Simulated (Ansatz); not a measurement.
Si2Ni:
```xyz
3
Lattice="0.0000 2.7225 2.7225 2.7225 0.0000 2.7225 2.7225 2.7225 0.0000" Properties=species:S:1:pos:R:3 pbc="T T T"
Si     1.3613     1.3613     1.3613
Si     4.0838     4.0838     4.0838
Ni     0.0000     0.0000     0.0000
```

Relaxed with PBE.

Map the valence electron density (e/Å³), cut off at 0.5 on the plane through (0.250, 0.250, 0.250) spanned by u = [1, 0, 0] and v = [-1, 1, 1] in lattice vectors, from PBE (plane waves, PAW; program Ansatz).

x is the fraction of u, y of v (the angle between them is 90°; rows are the nearest grid lines); atoms in the plane: Si at (0.00, 0.00), Si at (0.00, 0.50), Ni at (0.50, 0.75).
```
| .-*#*+=----=+*#*-. |
|.:=#%#*++++++*#%#=:.|
|-=#@@%##%@@%##%@@#=-|
|#%%%%@@@@@@@@@@%%%%#|
|####%@@@@@@@@@@%####|
|****#@@@@@@@@@@#****|
|****#@@@@@@@@@@#****|
|***#%@@@@@@@@@@%#***|
|###%%@@@@@@@@@@%%###|
|+*#@@%%@@@@@@%%@@#*+|
|:-+%@%#******#%@%+-:|
| .=#%#+======+#%#=. |
| .-*#*=--::--=*#*-. |
|::=+*=-::..::-=*+=::|
|+++*+-:......:-+*+++|
|##*=-:.      .:-=*##|
|**+-:.        .:-+**|
|*+=-:.        .:-=+*|
|*+=-:.        .:-=+*|
|#*+=:..      ..:=+*#|
|##*+-:.      .:-+*##|
|-=+*+=-:....:-=+*+=-|
|..-**+=-::::-=+**-..|
| .-*#*+=----=+*#*-. |
```
Scale: ten equal steps from 0.028 (start of ' ') to 0.500 (end of '@'), in the order ' .:-=+*#%@'; x runs from 0.000 to 1.00, y from 0.000 (bottom) to 1.00 (top).

The density is the valence pseudo-density with augmentation charge, so density and ELF within about 1 Å of a nucleus are not all-electron values.

Space group Fm-3m (fluorite or antifluorite type). Symmetry was held in the PBE relaxation; phonons on a q-mesh show no instability. The workflow began spin-polarised and lost its moments.

Potentials: the later of the program's two PAW sets.
